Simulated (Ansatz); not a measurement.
A trial form of NaYC3N3

Level of theory: Ansatz 0.2.0, DFT PBE, scalar-relativistic, plane waves, PAW. Cutoff 420 eV, Gaussian smearing, Γ-centred meshes. Cell and atoms relax first on a coarse mesh and then on a finer one. In between, the cell is made exact in the group found at 0.06 Å. In metals the finer mesh still leaves noise of several meV/atom or more. The steps can't lower the symmetry of their start. No spin polarisation in the relaxation; trial moments died out in a coarse test.

The cell of NaYC3N3 is invented: cyanide-bridged rock-salt net of two metals, 2 guest cations a cell (Fm-3m, No. 225). Lengths were set from tabulated atomic sizes, so they are only a guess.

```
CELL_PARAMETERS angstrom
0.00000 5.48600 5.48600
5.48600 0.00000 5.48600
5.48600 5.48600 0.00000
ATOMIC_POSITIONS crystal
Na 0.25000 0.25000 0.25000
Na 0.75000 0.75000 0.75000
Y 0.00000 0.00000 0.00000
Y 0.50000 0.50000 0.50000
C 0.80806 0.19194 0.19194
C 0.19194 0.80806 0.19194
C 0.19194 0.19194 0.80806
C 0.19194 0.80806 0.80806
C 0.80806 0.19194 0.80806
C 0.80806 0.80806 0.19194
N 0.70142 0.29858 0.29858
N 0.29858 0.70142 0.29858
N 0.29858 0.29858 0.70142
N 0.29858 0.70142 0.70142
N 0.70142 0.29858 0.70142
N 0.70142 0.70142 0.29858
```

The zero of energy is the elements' standard structures at the same level (N₂ as a molecule); no fitted shifts are applied.

Q: Describe the relaxed structure.

A: The symmetry stays Fm-3m (No. 225). The volume per atom grows by 30.9 %, from 20.6 to 27.0 Å³. The shortest distance goes from 1.17 Å (C–N) to 1.18 Å (C–N). The energy falls by about 0.34 eV/atom (the start's value is from the coarse mesh). Conventional cell: a = 12.003 Å. Around Na lie 12 C at 4.28 Å and 12 N at 4.29 Å (long against covalent radii, as for large ions); around Y on its first site lie 6 C at 2.48 Å; Y on its second site is surrounded by 6 N at 2.34 Å; around C lie 1 N at 1.18 Å, 1 Y at 2.48 Å, 4 C at 3.51 Å, 1 Y at 3.52 Å, 4 N at 4.23 Å, 4 Na at 4.28 Å and 4 N at 4.42 Å; N has 1 C at 1.18 Å, 1 Y at 2.34 Å, 4 N at 3.31 Å, 1 Y at 3.66 Å, 4 C at 4.23 Å, 4 Na at 4.29 Å and 4 C at 4.42 Å.

```
Na Y C N
1.0
     0.00000    6.00143    6.00143
     6.00143    0.00000    6.00143
     6.00143    6.00143    0.00000
Na Y C N
2 2 6 6
Direct
  0.25000 0.25000 0.25000
  0.75000 0.75000 0.75000
  0.00000 0.00000 0.00000
  0.50000 0.50000 0.50000
  0.79340 0.20660 0.20660
  0.20660 0.79340 0.20660
  0.20660 0.20660 0.79340
  0.20660 0.79340 0.79340
  0.79340 0.20660 0.79340
  0.79340 0.79340 0.20660
  0.69501 0.30499 0.30499
  0.30499 0.69501 0.30499
  0.30499 0.30499 0.69501
  0.30499 0.69501 0.69501
  0.69501 0.30499 0.69501
  0.69501 0.69501 0.30499
```

Q: How does it come out in energy, and is it a metal?

A: The energy over the elements is −0.09 eV/atom and the gap on the 6×6×6 mesh of the 16-atom cell is 0 eV (a metal).

Whether it is stable depends on the other phases of the system, which aren't compared here.

The last run used Gaussian smearing of 0.10 eV. The reference form of C is held partly by dispersion forces, which this level lacks. Symmetry constrained the relaxation, so the result can be a saddle point. In all, the 3 runs took 100 s on 1 thread of Intel(R) Xeon(R) 6975P-C (Granite Rapids), with other jobs on the host.
